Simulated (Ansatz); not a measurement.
The geometry is COD entry 1538509, unchecked; take it as a test cell.

Hg: DFT, PBEsol, all-electron LAPW, scalar-relativistic (Ansatz 0.2.0).

Command: `ansatz run input.yaml --threads 1 --pin off --max-ram 4096MiB --backend cpu --events-out ev --progress --plain --runs-dir out` The run took 4.7 min on 1 thread of Arm Neoverse V1, with other jobs on the host, peak memory 0.73 GiB.

```yaml
crystal:
  lattice:
    - [4.5400020208, 0.0, 0.0]
    - [-2.2700010104, 3.9317570832, 0.0]
    - [0.0, 0.0, 3.87]
  atoms:
    - { symbol: Hg, position: [0.3333333333, 0.6666666667, 0.5] }
    - { symbol: Hg, position: [0.0, 0.0, 0.0] }
    - { symbol: Hg, position: [0.6666666667, 0.3333333333, 0.5] }
kpoints:
  mp_grid: { grid: [8, 8, 9] }
  band_path:
    path:
      - [0.0, 0.0, 0.0]
      - [0.5, 0.0, 0.0]
      - [0.3333333333, 0.3333333333, 0.0]
      - [0.0, 0.0, 0.0]
      - [0.0, 0.0, 0.5]
      - [0.5, 0.0, 0.5]
      - [0.3333333333, 0.3333333333, 0.5]
      - [0.0, 0.0, 0.5]
      - [0.5, 0.0, 0.5]
    npoints: 14
scf:
  occupations: { method: fermi_dirac, width: 0.05 }
hamiltonian:
  xc: pbesol
  pseudopotentials: { kind: all_electron, lapw: { basis_error: 0.0005 } }
output:
  forces: true
  stress: true
  eigenvalues: true
  fatbands: true
  populations: true
  dos: { projected: true, de: 0.2, e_range: [-14, 8] }
```

Output:

```
Hg: projections on atomic orbitals take those of the free atom 1s2 2s2 2p6 3s2 3p6 3d10 4s2 4p6 4d10 4f14 5s2 5p6 5d10 6s2, of charge +0.00 (hamiltonian.pseudopotentials.projection_atoms)
LAPW: plane waves up to 9.348 Å⁻¹, error target 5.0e-4 eV per atom; small_component_spin mean_spin; Hg in spheres of 1.311 Å, 44 of its electrons in bands, Dirac shells []
Engine: ansatz 0.2.0
Pseudopotentials: kind: all_electron
Pseudopotential: Hg, LAPW, valence charge 44, Koelling and Harmon's equation, gaussian nucleus
Functional definition: PBEsol
  exchange = pbesol_x
  correlation = pbesol_c
Crystal: 3 atoms, lattice volume = 69.080 Å³
Basis set: ecut = 332.90023660430626 eV, 935 PW (Γ), exchange–correlation at level 2
Bands: 80, of which v1, the nominal top of the filled ones, is band 66 counted from 1 (65 counted from 0)
Symmetry: 24 space group operations
Space group: P6/mmm (ITA 191), of the structure as read, at distance tolerance 4.1e-5 Å
k-points: 50 of 576
Non-local potential: Hg, projectors of the file, none
Initial density: superposition of atomic densities (chi_scale 0.1, normalization cell)
Initial wavefunctions: plane waves of lowest kinetic energy (no species holds an atomic orbital)
Functional: x = pbesol(κ = 0.804, μ = 0.12345679012345678), c = pbesol(β = 0.046)
iter 1 solved again at ethr=1.94e-4 eV; its pass at ethr=1.00e-1 eV (dr2=2.57e-1 eV) is discarded
SCF iter   1: F=—  HF=-1601052.901294 eV  |F-HF|=—  |Δ(HF+E_count)|=         —  Δρ=1.82e-2  dr2=2.57e-1  ethr=1.94e-4  ⟨swp⟩=2.9  Hψ=24250  notcnv=0
preconditioner: auto → LDOS  [metal: Δε(μ)=0.023 eV  Ē_g=16.179 eV  σ=0.050 eV  W_gap=0.12  n_scr=26 (ndim 8)  ℏωp=26.8 eV  f_vac=0.218  D(μ)=1.40/eV (n_scr^D=8)  β→1.0]
iter 2 solved again at ethr=1.30e-6 eV; its pass at ethr=1.94e-4 eV (dr2=1.72e-3 eV) is discarded
SCF iter   2: F=—  HF=-1601052.783210 eV  |F-HF|=—  |Δ(HF+E_count)|=   1.18e-1  Δρ=1.81e-3  dr2=1.72e-3  ethr=1.30e-6  ⟨swp⟩=2.0  Hψ=20207  notcnv=0
SCF iter   3: F=—  HF=-1601052.716239 eV  |F-HF|=—  |Δ(HF+E_count)|=   6.70e-2  Δρ=2.84e-3  dr2=6.75e-3  ethr=1.30e-6  ⟨swp⟩=3.0  Hψ=13026  notcnv=0
SCF iter   4: F=—  HF=-1601052.701707 eV  |F-HF|=—  |Δ(HF+E_count)|=   1.45e-2  Δρ=9.57e-4  dr2=8.36e-4  ethr=1.30e-6  ⟨swp⟩=2.0  Hψ=11407  notcnv=0
SCF iter   5: F=—  HF=-1601052.700874 eV  |F-HF|=—  |Δ(HF+E_count)|=   8.32e-4  Δρ=2.33e-4  dr2=5.44e-5  ethr=6.33e-7  ⟨swp⟩=2.0  Hψ=11407  notcnv=0
SCF iter   6: F=—  HF=-1601052.700888 eV  |F-HF|=—  |Δ(HF+E_count)|=   1.34e-5  Δρ=4.38e-5  dr2=1.86e-6  ethr=4.12e-8  ⟨swp⟩=2.3  Hψ=11424  notcnv=0
SCF iter   7: F=—  HF=-1601052.700886 eV  |F-HF|=—  |Δ(HF+E_count)|=   1.54e-6  Δρ=2.28e-5  dr2=3.82e-7  ethr=1.41e-9  ⟨swp⟩=2.4  Hψ=11429  notcnv=0
SCF iter   8: F=-1601052.700886 eV  HF=-1601052.700886 eV  |F-HF|=4.42e-9  |Δ(HF+E_count)|=   8.48e-8  Δρ=5.31e-6  dr2=2.48e-8  ethr=2.89e-10  ⟨swp⟩=2.9  Hψ=11493  notcnv=0
SCF 1 converged in 8 iterations: F = -1601052.700886 eV  dr2 = 2.48e-8
NSCF: frozen V_eff on 113 k-points
SCF converged after 8 iterations
Free energy (F): -1601052.700886 eV
Harris-Foulkes:  -1601052.700886 eV  (|F-HF|=4.42e-9)
Internal energy: -1601052.691051 eV  (E = F + TS)
E sigma→0 (E₀):  -1601052.695969 eV
Entropy (-TS):   -0.009835 eV (-3.278 meV/atom)
Fermi energy:    18.589066 eV
--- Per-component energies (eV) ---
  E_band       = -13897.043069
  E_kinetic    = 1831529.121789
  E_xc         = -29968.063464
  E_electrostatic = -3402613.749376  (all electrons and nuclei)
  E_smearing   = -0.009835  (= −TS)
  E_closure    = 0.000000  (closes the sum)
  E_atoms      = -1601051.578569  (free atoms, spherical and without spin; not in F)
  Σ components = -1601052.700886   (vs F -1601052.700886, Δ=0.00e0)
  Basis errors (estimates in eV, not in F): energy 2.0e-4 per atom: plane waves 1.8e-4 (1.0e-4 summed), levels above the bands 3.5e-140, relativity 2.6e-8, radial functions 1.7e-5, core shells 1.5e-7; eigenvalues (radial functions only) 1.6e-6; not estimated: angular momenta, meshes, grids; target (lapw.basis_error) 5.0e-4; muffin-tin radii Hg 1.311 Å
--- Forces (eV/Å), atoms counted from 1 ---
  atom   1  Hg     0.00000000    -0.00000000     0.00000000
  atom   2  Hg     0.00000000     0.00000000     0.00000000
  atom   3  Hg     0.00000000     0.00000000     0.00000000
  max |Σ_I F_I| component: 1.85e-17 eV/Å
--- Stress (GPa, compression-positive) ---
       11.925252      -0.000000       0.000000
       -0.000000      11.925252       0.000000
        0.000000       0.000000      -0.509184
  P = ⅓ Tr σ = 7.7804 GPa (77.804 kbar)
--- Band table (eV; the first three rows and the last of 50) ---
  k-point 0: bands = ["-326.8978", "-326.8978", "-326.8884", "-326.8884", "-326.8884", "-326.8884", "-326.8755", "-326.8755", "-326.8755", "-326.8755", "-326.3573", "-326.3572", "-326.3572", "-326.3553", "-326.3553", "-96.8510", "-96.8338", "-96.2877", "-74.8147", "-74.8144", "-74.8115", "-74.8115", "-74.8111", "-74.8111", "-74.8035", "-74.8035", "-74.8033", "-74.8033", "-74.7984", "-74.7980", "-74.7972", "-74.7970", "-74.2751", "-74.2750", "-74.2750", "-74.2747", "-74.2747", "-74.2732", "-74.2732", "-45.3534", "-45.3534", "-45.2013", "-45.1833", "-45.1833", "-45.1684", "-44.6772", "-44.6772", "-44.6762", "8.5623", "10.3230", "10.6079", "10.6079", "10.8081", "10.8081", "11.0859", "11.0859", "11.3613", "11.3613", "11.7800", "11.7800", "11.8568", "11.9376", "12.6647", "12.6647", "18.9848", "20.4854", "21.2171", "22.1629", "22.1629", "22.4203", "22.4203", "26.4911", "30.9437", "30.9953", "31.9366", "31.9366", "31.9622", "31.9622", "34.4425", "34.4425"]
  k-point 1: bands = ["-326.8978", "-326.8978", "-326.8884", "-326.8884", "-326.8884", "-326.8884", "-326.8755", "-326.8755", "-326.8755", "-326.8755", "-326.3573", "-326.3572", "-326.3572", "-326.3553", "-326.3553", "-96.8510", "-96.8338", "-96.2877", "-74.8147", "-74.8144", "-74.8115", "-74.8115", "-74.8111", "-74.8111", "-74.8035", "-74.8035", "-74.8033", "-74.8033", "-74.7984", "-74.7980", "-74.7972", "-74.7970", "-74.2751", "-74.2750", "-74.2750", "-74.2747", "-74.2747", "-74.2732", "-74.2732", "-45.3534", "-45.3534", "-45.2014", "-45.1833", "-45.1833", "-45.1685", "-44.6772", "-44.6772", "-44.6764", "8.6473", "10.4078", "10.5923", "10.5923", "10.7380", "10.7380", "10.9582", "10.9582", "11.4879", "11.4879", "11.8718", "11.8718", "11.9063", "11.9629", "12.6506", "12.6506", "18.0568", "20.9925", "21.3000", "22.2249", "22.2249", "22.5616", "22.5616", "27.1570", "29.6448", "29.6644", "31.1089", "31.1089", "31.2844", "31.2844", "35.2831", "35.2831"]
  k-point 2: bands = ["-326.8978", "-326.8978", "-326.8884", "-326.8884", "-326.8884", "-326.8884", "-326.8755", "-326.8755", "-326.8755", "-326.8755", "-326.3573", "-326.3572", "-326.3572", "-326.3553", "-326.3553", "-96.8509", "-96.8338", "-96.2877", "-74.8147", "-74.8144", "-74.8115", "-74.8115", "-74.8111", "-74.8111", "-74.8035", "-74.8035", "-74.8033", "-74.8033", "-74.7984", "-74.7980", "-74.7972", "-74.7970", "-74.2751", "-74.2750", "-74.2750", "-74.2747", "-74.2747", "-74.2732", "-74.2732", "-45.3534", "-45.3534", "-45.2017", "-45.1832", "-45.1832", "-45.1688", "-44.6772", "-44.6772", "-44.6768", "8.8647", "10.4921", "10.4921", "10.6666", "10.6666", "10.6769", "10.7748", "10.7748", "11.6689", "11.6689", "12.0331", "12.0345", "12.0590", "12.0590", "12.6148", "12.6148", "16.5009", "21.5606", "21.6020", "22.3920", "22.3920", "22.9634", "22.9634", "27.5364", "27.5994", "28.9531", "29.7194", "29.7194", "30.2090", "30.2090", "36.2527", "36.7684"]
  k-point 49: bands = ["-326.8978", "-326.8978", "-326.8884", "-326.8884", "-326.8884", "-326.8884", "-326.8755", "-326.8755", "-326.8755", "-326.8755", "-326.3573", "-326.3572", "-326.3572", "-326.3553", "-326.3553", "-96.8436", "-96.8412", "-96.2877", "-74.8146", "-74.8146", "-74.8115", "-74.8113", "-74.8112", "-74.8110", "-74.8036", "-74.8034", "-74.8034", "-74.8032", "-74.7978", "-74.7976", "-74.7976", "-74.7975", "-74.2751", "-74.2750", "-74.2750", "-74.2747", "-74.2747", "-74.2732", "-74.2732", "-45.3691", "-45.2832", "-45.2538", "-45.1882", "-45.1836", "-45.1673", "-44.6773", "-44.6772", "-44.6772", "9.4517", "10.0053", "10.0345", "10.0784", "10.9016", "11.1600", "11.3707", "11.4154", "11.7721", "11.8188", "12.0972", "12.1163", "12.1394", "12.3135", "13.0466", "15.3570", "15.5574", "16.4856", "17.5643", "18.3641", "19.7004", "26.0673", "27.3457", "28.5995", "28.6551", "29.6355", "30.0487", "35.1636", "35.3248", "35.8916", "36.0223", "36.1170"]
--- Löwdin populations: 3 sites ---
  site symbol       q [e]
     0     Hg     79.5997
     1     Hg     79.7485
     2     Hg     79.5997
  spilling = 0.004384 (of n_electrons = 240.000000)
```

populations.tsv:

```
# site	symbol	l	j	q
# orbitals = lowdin
# n_electrons = 240.000000
# spilling = 0.004384
# projection_atom_Hg: 1s2 2s2 2p6 3s2 3p6 3d10 4s2 4p6 4d10 4f14 5s2 5p6 5d10 6s2
0	Hg	0_1S	-	2.000000
0	Hg	0_2S	-	1.999999
0	Hg	0_3S	-	1.999986
0	Hg	0_4S	-	1.999859
0	Hg	0_5S	-	1.998033
0	Hg	0_6S	-	1.649489
0	Hg	1_2P	-	6.000000
0	Hg	1_3P	-	5.999999
0	Hg	1_4P	-	5.999994
0	Hg	1_5P	-	5.999563
0	Hg	2_3D	-	10.000000
0	Hg	2_4D	-	9.999997
0	Hg	2_5D	-	9.952804
0	Hg	3_4F	-	13.999997
1	Hg	0_1S	-	2.000000
1	Hg	0_2S	-	2.000000
1	Hg	0_3S	-	1.999998
1	Hg	0_4S	-	1.999984
1	Hg	0_5S	-	1.999769
1	Hg	0_6S	-	1.776992
1	Hg	1_2P	-	6.000000
1	Hg	1_3P	-	5.999999
1	Hg	1_4P	-	5.999998
1	Hg	1_5P	-	5.999903
1	Hg	2_3D	-	10.000000
1	Hg	2_4D	-	9.999997
1	Hg	2_5D	-	9.971855
1	Hg	3_4F	-	13.999998
2	Hg	0_1S	-	2.000000
2	Hg	0_2S	-	1.999999
2	Hg	0_3S	-	1.999986
2	Hg	0_4S	-	1.999859
2	Hg	0_5S	-	1.998033
2	Hg	0_6S	-	1.649489
2	Hg	1_2P	-	6.000000
2	Hg	1_3P	-	5.999999
2	Hg	1_4P	-	5.999994
2	Hg	1_5P	-	5.999563
2	Hg	2_3D	-	10.000000
2	Hg	2_4D	-	9.999997
2	Hg	2_5D	-	9.952804
2	Hg	3_4F	-	13.999997
```
